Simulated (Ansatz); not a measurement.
A relaxed cell of GdHAu2 is given with its symmetry left out. The cell was found from a structure generator's guess, not taken from experiment.

The calculation used DFT PBE, scalar-relativistic, plane waves, PAW in Ansatz 0.2.0. Cutoff 420 eV, Γ-centred mesh, Gaussian smearing, collinear spin.

```
Gd H Au
1.0
     3.77179    0.00000    0.00000
     0.00000    3.77179    0.00000
     0.00000    0.00000    6.45571
Gd H Au
1 1 2
Cartesian
  0.0000 0.0000 0.0000
  1.8859 1.8859 3.2279
  1.8859 1.8859 4.9861
  1.8859 1.8859 1.4696
```

The zero of energy is the elements' standard structures at the same level (H₂ as a molecule); no fitted shifts are applied.

Question: What space group does it have?

Answer: P4/mmm (No. 123). Conventional cell: a = 3.772 Å, c = 6.456 Å. Gd is surrounded by 8 Au at 3.05 Å and 4 Gd at 3.77 Å; H is surrounded by 2 Au at 1.76 Å; around Au lie 1 H at 1.76 Å, 1 Au at 2.94 Å and 4 Gd at 3.05 Å.

Question: What is its formation energy per atom?

Answer: −0.28 eV/atom. A negative formation energy is needed for stability but isn't enough: competing phases decide.

Question: Is it a metal?

Answer: Yes, bands cross the Fermi level on the 12×12×8 mesh.

Question: Which magnetic moments does it keep?

Answer: 1.78 μB per atom net, the space between the atoms included; by site: Gd 6.9 μB.

The last run used collinear spin, a 12×12×8 mesh (in the run's order of axes) for its 4-atom cell and Gaussian smearing of 0.10 eV. Spin–orbit coupling, which can matter for Au, is left out. With hydrogen, zero-point motion can shift formation energies by some tens of meV/atom. The 4f shell of Gd is treated without a Hubbard U, which places its levels poorly. The magnetic state reached may not be the lowest. Symmetry constrained the relaxation, so the result can be a saddle point.
